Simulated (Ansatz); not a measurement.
An Ansatz (a quantum-chemistry and plane-wave program) run. Input:

Ansatz 0.2 input:
```yaml
crystal:
  lattice:
    - [1.6501782361, -5.508602781, 0.0]
    - [1.6501782361, 5.508602781, 0.0]
    - [0.0, 0.0, 4.5565650468]
  atoms:
    - { symbol: P, position: [0.4046014307, 0.5953985693, 0.5884723671] }
    - { symbol: P, position: [0.5953985693, 0.4046014307, 0.4115276329] }
    - { symbol: P, position: [0.9046014307, 0.0953985693, 0.9115276329] }
    - { symbol: P, position: [0.0953985693, 0.9046014307, 0.0884723671] }
kpoints:
  mp_grid: { grid: [9, 9, 6] }
hamiltonian:
  xc: r2scan
  pseudopotentials: { kind: paw }
scf:
  occupations: { method: fixed }
elastic: { mode: relaxed_ion, stencil: two_point, amplitude: 0.005, f_tol: 0.0005 }
```

Output (shortened):

```
Pseudopotentials: kind: paw
Pseudopotential: P, paw, valence charge 5
Functional definition: r2SCAN
Crystal: 4 atoms, lattice volume = 82.840 Å³
Basis set: ecut = 500 eV, 2107 PW (Γ), exchange–correlation on 180×180×144 points (64 copies of the dense FFT grid, shifted against one another)
Bands: 14, of which v1, the nominal top of the filled ones, is band 10 counted from 1 (9 counted from 0)
Symmetry: 8 space group operations
Space group: Cmce (ITA 64), of the structure as read, at distance tolerance 4.4e-5 Å
k-points: 100 of 486
PAW frozen core: P, regenerated for the run's functional
Initial wavefunctions: pseudopotential atomic-orbital guess
Eigensolver: davidson
Functional: x = r2scan, c = r2scan; τ floored in thin density (d = 2e-4 eV/Å³)
all-band conjugate gradients solve this SCF's bands
SCF 1 converged in 10 iterations: F = -3036.656150 eV  dr2 = 2.50e-15
relax step   1: F+E_penalty+E_count = -3036.65614975 eV  Δ(F+E_penalty+E_count) = +0.000e0 eV  max|allowed force component| = 1.038e-3 eV/Å  Δτ_max = 0.0000 Å  (10 SCF iters, accepted)
Crystal: 4 atoms, lattice volume = 82.840 Å³
Initial density: handed on by an earlier stage of this run
Initial wavefunctions: pseudopotential atomic-orbital guess (no wavefunctions were taken with the density)
SCF 2 converged in 7 iterations: F = -3036.656150 eV  dr2 = 2.41e-15
relax step   2: F+E_penalty+E_count = -3036.65614985 eV  Δ(F+E_penalty+E_count) = -1.006e-7 eV  max|allowed force component| = 4.484e-4 eV/Å  Δτ_max = 0.0000 Å  (7 SCF iters, accepted)
Crystal: 4 atoms, lattice volume = 82.840 Å³
SCF 3 converged in 10 iterations: F = -3036.656150 eV  dr2 = 2.42e-16
Crystal: 4 atoms, lattice volume = 82.840 Å³
Initial wavefunctions: those handed on with the density
SCF 4 converged in 2 iterations: F = -3036.656150 eV  dr2 = 1.57e-17
Crystal: 4 atoms, lattice volume = 82.426 Å³
Basis set: ecut = 500 eV, 2105 PW (Γ), exchange–correlation on 180×180×144 points (64 copies of the dense FFT grid, shifted against one another)
SCF 5 converged in 9 iterations: F = -3036.654755 eV  dr2 = 6.03e-14
relax step   1: F+E_penalty+E_count = -3036.65475487 eV  Δ(F+E_penalty+E_count) = +0.000e0 eV  max|allowed force component| = 2.365e-2 eV/Å  Δτ_max = 0.0000 Å  (9 SCF iters, accepted)
[...]
k-points: 164 of 486
SCF 46 converged in 9 iterations: F = -3036.655849 eV  dr2 = 4.03e-14
relax step   1: F+E_penalty+E_count = -3036.65584907 eV  Δ(F+E_penalty+E_count) = +0.000e0 eV  max|allowed force component| = 2.270e-2 eV/Å  Δτ_max = 0.0000 Å  (9 SCF iters, accepted)
density extrapolation: transplant  |δρ|_rms = 3.895e-2 e/Å³  SAD shift = 2.700e-3 e/Å³
Crystal: 4 atoms, lattice volume = 82.839 Å³
SCF 47 converged in 9 iterations: F = -3036.655958 eV  dr2 = 2.05e-14
relax step   2: F+E_penalty+E_count = -3036.65595830 eV  Δ(F+E_penalty+E_count) = -1.092e-4 eV  max|allowed force component| = 1.646e-2 eV/Å  Δτ_max = 0.0087 Å  (9 SCF iters, accepted)
density extrapolation: transplant  |δρ|_rms = 3.894e-2 e/Å³  SAD shift = 1.110e-3 e/Å³
Crystal: 4 atoms, lattice volume = 82.839 Å³
SCF 48 converged in 9 iterations: F = -3036.656079 eV  dr2 = 2.56e-15
relax step   3: F+E_penalty+E_count = -3036.65607922 eV  Δ(F+E_penalty+E_count) = -1.209e-4 eV  max|allowed force component| = 3.581e-4 eV/Å  Δτ_max = 0.0036 Å  (9 SCF iters, accepted)
Crystal: 4 atoms, lattice volume = 82.839 Å³
SCF 49 converged in 2 iterations: F = -3036.656079 eV  dr2 = 5.17e-16
Crystal: 4 atoms, lattice volume = 82.839 Å³
SCF 50 converged in 9 iterations: F = -3036.655849 eV  dr2 = 4.45e-14
relax step   1: F+E_penalty+E_count = -3036.65584907 eV  Δ(F+E_penalty+E_count) = +0.000e0 eV  max|allowed force component| = 2.270e-2 eV/Å  Δτ_max = 0.0000 Å  (9 SCF iters, accepted)
density extrapolation: transplant  |δρ|_rms = 3.895e-2 e/Å³  SAD shift = 1.566e-3 e/Å³
Crystal: 4 atoms, lattice volume = 82.839 Å³
SCF 51 converged in 9 iterations: F = -3036.656079 eV  dr2 = 3.38e-14
relax step   2: F+E_penalty+E_count = -3036.65607927 eV  Δ(F+E_penalty+E_count) = -2.302e-4 eV  max|allowed force component| = 2.546e-4 eV/Å  Δτ_max = 0.0051 Å  (9 SCF iters, accepted)
Crystal: 4 atoms, lattice volume = 82.839 Å³
SCF 52 converged in 2 iterations: F = -3036.656079 eV  dr2 = 5.64e-15
SCF converged after 2 iterations
Stability not checked: this state was not tested for a lower state beside it, because too few of the mixer's solves of this state at the end of the SCF gave a …
Free energy (F): -3036.656150 eV
Harris-Foulkes:  -3036.656150 eV  (|F-HF|=1.82e-12)
Internal energy: -3036.656150 eV  (E = F + TS)
E sigma→0 (E₀):  -3036.656150 eV
Fermi energy:    6.578140 eV
--- Per-component energies (eV) ---
  E_band       = -9.993324
  E_kinetic    = 279.280625
  E_local      = -345.511096  (includes V_loc(G=0)·N_el)
  E_nonlocal   = 133.177422
  E_hartree    = 100.900532
  E_xc         = -232.578196
  E_vxc        = -259.466949  (∫ρ·V_xc dr)
  E_paw        = -2303.040227  (= ΣΔE_a)
  E_vpaw       = -31.346939  (= ΣTr[D̂ρ^β])
  E_aug_tail   = 0.000002  (compensation charges beyond the density's cutoff)
  E_vtau       = 12.072547  (kinetic-family band-sum trace: ∫τ·v_τ [+ j·A + Jᵃ·Aᵃ] dr)
  E_ewald      = -668.521843
  E_core_change = -0.363369  (= ΣΔE_core)
  E_smearing   =  0.000000  (= −TS)
  E_closure    = 0.000000  (closes the sum)
  Σ components = -3036.656150   (vs F -3036.656150, Δ=0.00e0)
--- Forces (eV/Å), atoms counted from 1 ---
  atom   1  P      0.00000000     0.00032632     0.00044847
  atom   2  P      0.00000000    -0.00032632    -0.00044847
  atom   3  P      0.00000000     0.00032632    -0.00044847
  atom   4  P      0.00000000    -0.00032632     0.00044847
  max |Σ_I F_I| component: 1.08e-19 eV/Å
--- Stress (GPa, compression-positive) ---
       -0.002073       0.000000       0.000000
        0.000000       0.003004       0.000000
        0.000000       0.000000      -0.000706
  P = ⅓ Tr σ = 0.0001 GPa (0.001 kbar)
  The stress holds the Pulay correction. Without it, at fixed plane waves, as pw.x and ABINIT print it: P = -0.0157 GPa
  The stress includes an estimate of the error left by incomplete SCF convergence (largest component  0.0000 GPa …
--- Band table (eV; the first three rows and the last of 100) ---
  k-point 0: bands = ["-9.9053", "-7.0511", "-3.6063", "-0.4039", "1.5087", "1.5597", "2.3610", "3.7608", "3.9339", "5.3943", "7.3248", "7.8880", "8.7736", "9.6004"]
  k-point 1: bands = ["-9.7582", "-7.2937", "-3.5733", "-0.7081", "1.1988", "2.1263", "2.4691", "3.8507", "4.4939", "4.5768", "7.9223", "8.4272", "8.5538", "9.4620"]
  k-point 2: bands = ["-9.3319", "-7.9236", "-3.2768", "-1.6224", "1.3748", "2.7699", "3.1885", "3.4671", "3.5893", "5.4865", "8.1574", "8.2699", "9.3772", "9.9554"]
  k-point 99: bands = ["-8.6262", "-8.6262", "-3.0604", "-3.0604", "3.1637", "3.1637", "3.6136", "3.6136", "4.6167", "4.6167", "8.2756", "8.2756", "9.5061", "9.5061"]
  band table: 14 of 14 bands, residual norms ≤ 1.0e-3 eV
--- Elastic constants: 6 strain directions × 2 members + reference (group order 8) ---
  dense FFT box of the reference and of every strained cell: 45×45×36
  strains applied: 11, 22, 33, 23, 13, 12; error gains …
  reference relaxed by the batch: 2 steps …
  largest displacement 2.8e-5 Å; the constants are those of the deck's cell at these positions:
  atoms:
    - { symbol: P, position: [0.4045998284182246, 0.5954001715817754, 0.5884771531806235] }
    - { symbol: P, position: [0.5954001715817754, 0.4045998284182246, 0.4115228468193763] }
    - { symbol: P, position: [0.9045998284182246, 0.09540017158177538, 0.9115228468193763] }
    - { symbol: P, position: [0.09540017158177538, 0.9045998284182246, 0.08847715318062363] }
  C = ∂σ_k/∂η_j (tension-positive GPa; Voigt order 11 22 33 23 13 12):
       204.582      3.096     36.750      0.000      0.000      0.000
         3.090     28.822     -3.802      0.000      0.000      0.000
        36.741     -3.796     56.691      0.000      0.000      0.000
         0.000      0.000      0.000      0.426      0.000      0.000
         0.000      0.000      0.000      0.000     54.140      0.000
         0.000      0.000      0.000      0.000      0.000     10.849
  reference stress σ⁰ (GPa):      0.002     -0.003      0.001      0.000      0.000      0.000
  moduli (Voigt/Reuss/Hill, GPa): K = 40.24/17.36/28.80   G = 30.02/1.97/15.99   E = 40.49   ν = 0.266
  mechanically stable: yes (min eigenvalue of sym C = 0.43 GPa)
  strain η (Voigt 11):  stress-route row diagonal C_11 = 204.58 GPa, energy-path curvature d²(F+E_count+ΔE)/dδ²/Ω₀ = 204.56 GPa
         δ    σ_11 (GPa)             F (eV)   n_scf  n_hpsi   n_pw
    -5.000e-3      -1.0396       -3036.6548152       2   15144   2118   relax 3 steps, max|allowed force component| 1.13e-5 eV/Å
     5.000e-3       1.0062       -3036.6548394       2   15146   2132   relax 3 steps, max|allowed force component| 1.90e-6 eV/Å
  strain η (Voigt 22):  stress-route row diagonal C_22 = 28.82 GPa, energy-path curvature d²(F+E_count+ΔE)/dδ²/Ω₀ = 28.80 GPa
         δ    σ_22 (GPa)             F (eV)   n_scf  n_hpsi   n_pw
    -5.000e-3      -0.1512       -3036.6559555       2   15099   2112   relax 3 steps, max|allowed force component| 1.67e-4 eV/Å
     5.000e-3       0.1370       -3036.6559688       2   15114   2132   relax 3 steps, max|allowed force component| 4.06e-5 eV/Å
  strain η (Voigt 33):  stress-route row diagonal C_33 = 56.69 GPa, energy-path curvature d²(F+E_count+ΔE)/dδ²/Ω₀ = 56.68 GPa
         δ    σ_33 (GPa)             F (eV)   n_scf  n_hpsi   n_pw
    -5.000e-3      -0.2877       -3036.6557770       2   15066   2108   relax 3 steps, max|allowed force component| 9.16e-5 eV/Å
     5.000e-3       0.2792       -3036.6557871       2   15172   2128   relax 3 steps, max|allowed force component| 3.46e-6 eV/Å
  strain η (Voigt 23):  stress-route row diagonal C_44 = 0.43 GPa, energy-path curvature d²(F+E_count+ΔE)/dδ²/Ω₀ = 0.42 GPa
         δ    σ_23 (GPa)             F (eV)   n_scf  n_hpsi   n_pw
    -5.000e-3      -0.0021       -3036.6561465       2   21277   2128   relax 4 steps, max|allowed force component| 4.61e-4 eV/Å
     5.000e-3       0.0021       -3036.6561465       2   21197   2128   relax 3 steps, max|allowed force component| 2.44e-4 eV/Å
  strain η (Voigt 13):  stress-route row diagonal C_55 = 54.14 GPa, energy-path curvature d²(F+E_count+ΔE)/dδ²/Ω₀ = 54.14 GPa
         δ    σ_13 (GPa)             F (eV)   n_scf  n_hpsi   n_pw
    -5.000e-3      -0.2707       -3036.6557993       2   21268   2122   relax 3 steps, max|allowed force component| 9.19e-5 eV/Å
     5.000e-3       0.2707       -3036.6557993       2   21325   2122   relax 3 steps, max|allowed force component| 6.67e-5 eV/Å
  strain η (Voigt 12):  stress-route row diagonal C_66 = 10.85 GPa, energy-path curvature d²(F+E_count+ΔE)/dδ²/Ω₀ = 10.85 GPa
         δ    σ_12 (GPa)             F (eV)   n_scf  n_hpsi   n_pw
    -5.000e-3      -0.0543       -3036.6560792       2   24823   2124   relax 3 steps, max|allowed force component| 3.58e-4 eV/Å
     5.000e-3       0.0542       -3036.6560793       2   24899   2124   relax 2 steps, max|allowed force component| 2.55e-4 eV/Å
```

Cost: roughly 13 core-minutes on shared cores.

The r²SCAN relaxation kept the symmetry of its start. A crystal of weakly bound layers computed without a dispersion correction: the cell and the soft elastic constants depend strongly on that.

Potentials: the later of the program's two PAW sets.

Ansatz is a plane-wave DFT program.
